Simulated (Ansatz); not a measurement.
Ti₂Ag:
```
CELL_PARAMETERS angstrom
     -1.46695     1.46695     5.95227
      1.46695    -1.46695     5.95227
      1.46695     1.46695    -5.95227
ATOMIC_POSITIONS crystal
  Ti 0.32832 0.32832 0.00000
  Ti 0.67168 0.67168 0.00000
  Ag 0.00000 0.00000 0.00000
```

Relaxed with r²SCAN. Special points in fractions of this cell's reciprocal vectors: Γ (0.000, 0.000, 0.000); X (0.000, 0.000, 0.500); P (0.250, 0.250, 0.250); N (0.000, 0.500, 0.000); M (0.500, 0.500, -0.500); S (0.265, 0.735, -0.265); S0 (-0.265, 0.265, 0.265); R (-0.030, 0.030, 0.500); G (0.500, 0.500, -0.030).

### Question
List the band energies nearest the Fermi level at these points for r²SCAN in the plane-wave PAW code Ansatz.

### Answer
In eV from the Fermi level; about four levels below and three above (degenerate sets whole), none deeper than 8.9 eV; points with the same levels are listed once.

```
k                          below                above
-  -----------------------------  -------------------
Γ        -4.32 -3.40 -1.78 -1.68  0.34 0.77 1.26 1.26
X        -1.62 -1.60 -0.99 -0.10       1.87 2.38 2.51
P        -2.29 -1.64 -1.38 -1.38       0.69 0.69 2.53
N        -1.88 -1.20 -1.01 -0.15       0.46 0.47 0.87
M  -4.85 -4.85 -4.31 -1.54 -1.28       0.18 1.02 1.02
S        -1.91 -1.20 -0.66 -0.65       0.36 0.63 0.91
R        -1.61 -1.57 -1.00 -0.21       1.81 2.37 2.49
```

Space group I4/mmm (MoSi2 or CaC2 type). The first step of the workflow began from a Materials Project structure, measured or hypothetical; the Crystallography Open Database copy checked does not list it. With Ti and Ag taken as one species the cell has the higher symmetry I4/mmm, so it may be an ordered model of a mixed-site phase. Whether it is the stable phase at ambient conditions was not checked. The r²SCAN relaxation kept the symmetry of its start; whether a distortion lowers the energy is not shown. No spin polarisation was allowed. Spin–orbit coupling is left out wherever it is not named.

Potentials: the later of the program's two PAW sets.
